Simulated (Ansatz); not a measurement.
SrHI:
```yaml
crystal:
  lattice:
    - [4.27971, 0.00000, 0.00000]
    - [0.00000, 4.27971, 0.00000]
    - [0.00000, 0.00000, 8.71639]
  atoms:
    - { symbol: Sr, position: [0.00000, 0.50000, 0.15056] }
    - { symbol: Sr, position: [0.50000, 0.00000, 0.84944] }
    - { symbol: H, position: [0.50000, 0.50000, 0.00000] }
    - { symbol: H, position: [0.00000, 0.00000, 0.00000] }
    - { symbol: I, position: [0.00000, 0.50000, 0.67384] }
    - { symbol: I, position: [0.50000, 0.00000, 0.32616] }
```

Relaxed with r²SCAN+D4. Special points in fractions of this cell's reciprocal vectors: Γ (0.000, 0.000, 0.000); X (0.000, 0.500, 0.000); M (0.500, 0.500, 0.000); Z (0.000, 0.000, 0.500); R (0.000, 0.500, 0.500); A (0.500, 0.500, 0.500).

Task: List the band energies nearest the valence-band maximum at these points for plane-wave PAW r²SCAN+D4 with spin–orbit coupling (Ansatz code).

Result: In eV from the valence-band maximum; about four levels below and three above (degenerate sets whole), none deeper than 8.9 eV; points with the same levels are listed once.

```csv
k,below,above
Γ,-0.94 -0.94 -0.56 -0.56,3.88 3.88 4.18 4.18
X,-0.57 -0.57 -0.57 -0.57,4.29 4.29 4.29 4.29
M,-1.54 -1.54 -1.54 -1.54,3.67 3.67 3.67 3.67
Z,-0.53 -0.53 0.00 0.00,3.74 3.74 4.52 4.52
R,-0.90 -0.90 -0.90 -0.90,4.81 4.81 4.81 4.81
A,-1.49 -1.49 -1.49 -1.49,4.65 4.65 4.65 4.65
```

Space group P4/nmm. The first step of the workflow began from a Materials Project structure, measured or hypothetical; the Crystallography Open Database files this formula in space group No. 129, but the cells were not matched. Its standing as an ambient phase is unchecked. Symmetry was held in the r²SCAN+D4 relaxation; its stability against distortions is not shown here.

Potentials: the later of the program's two PAW sets.
